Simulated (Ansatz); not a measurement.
Ti3O5:
```cif
data_O20Ti12
_chemical_formula_sum 'Ti12 O20'
_space_group_name_H-M_alt 'C2/m'
_space_group_IT_number 12
_space_group_name_Hall '-C 2y'
_cell_length_a 9.63163
_cell_length_b 3.84267
_cell_length_c 9.18643
_cell_angle_alpha 90.000
_cell_angle_beta 91.068
_cell_angle_gamma 90.000
loop_
_space_group_symop_operation_xyz
  'x, y, z'
  '-x, -y, -z'
  '-x, y, -z'
  'x, -y, z'
  'x+1/2, y+1/2, z'
  '-x+1/2, -y+1/2, -z'
  '-x+1/2, y+1/2, -z'
  'x+1/2, -y+1/2, z'
loop_
_atom_site_label
_atom_site_type_symbol
_atom_site_symmetry_multiplicity
_atom_site_Wyckoff_symbol
_atom_site_fract_x
_atom_site_fract_y
_atom_site_fract_z
_atom_site_occupancy
Ti1 Ti 4 i 0.05637 0.00000 0.35902 1
Ti2 Ti 4 i 0.13359 0.00000 0.04450 1
Ti3 Ti 4 i 0.22198 0.00000 0.73810 1
O1 O 4 i 0.08609 0.50000 0.33996 1
O2 O 4 i 0.17029 0.50000 0.05413 1
O3 O 4 i 0.12946 0.00000 0.55696 1
O4 O 4 i 0.24426 0.00000 0.24392 1
O5 O 4 i 0.04215 0.00000 0.84751 1
```
(The calculation used a cell of 16 atoms; values per cell refer to that cell.)

Relaxed at zero pressure with PBEsol (plane waves, PAW; program Ansatz).

Problem. The volume is raised by 9 % and shape and atoms relax at that volume. What pressure results, and how do the axes share the change?

Solution. -12.5 GPa; a 4.7 %, b 0.8 %, c 3.4 %; the energy rises by 40 meV/atom.

Problem. Give the new structure.

Solution. 
Space group C2/m (No. 12); a = 10.0815 Å, b = 3.8723 Å, c = 9.4955 Å, α = γ = 90.00°, β = 91.64°

```
atom  site  symmetry       x       y       z
----  ----  --------  ------  ------  ------
Ti      4i         m  0.0620  0.0000  0.3624
Ti      4i         m  0.1306  0.0000  0.0444
Ti      4i         m  0.2152  0.0000  0.7433
O       4i         m  0.1027  0.5000  0.3422
O       4i         m  0.1794  0.5000  0.0552
O       4i         m  0.1171  0.0000  0.5652
O       4i         m  0.2427  0.0000  0.2416
O       4i         m  0.0385  0.0000  0.8494
```

The phase is kept; no other phase was compared at this pressure.

The workflow started from a Materials Project entry (that database holds measured and hypothetical structures alike); the Crystallography Open Database files this formula in space group No. 12, but the cells were not matched. Whether it is the stable phase at ambient conditions was not checked. The cell was relaxed with PBEsol under the symmetry of its start; whether a distortion lowers the energy is not shown. The run is not spin-polarised.

Potentials: the later of the program's two PAW sets.
